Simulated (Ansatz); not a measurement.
InAs (CsCl type, Pm-3m), plane-wave PAW PBEsol (Ansatz code), all energies at zero smearing, with the estimated change up to a 700 eV cutoff added, with one set of potentials and settings (totals compare only within such a set). Cell of 2 atoms (1 In, 1 As): -10338.165 eV.

```csv
element,reference phase,E (eV/atom)
In,"I4/mmm, 1 atoms in the cell",-5525.4724
As,"R-3m, 2 atoms in the cell",-4813.0298
```

Formation energy per atom, worked out: (-10338.165 − 1×(-5525.4724) − 1×(-4813.0298))/2 = 0.168 eV/atom (16 kJ per mol of atoms), at 0 K, without zero-point energy or fitted corrections.

A made-up cell: these elements were put on the sites of a structure type; neither database checked (COD, Materials Project) lists it. It is not the phase usual at ambient conditions (space group No. 216). Symmetry was held in the PBEsol relaxation; whether a distortion lowers the energy is not shown. The references are the lowest solids computed at this level, not always the standard phases.

Potentials: the earlier of the program's two PAW sets. The files were generated under PBE; for other functionals the program regenerates the frozen cores, and for LDA and PBEsol the local potential too.
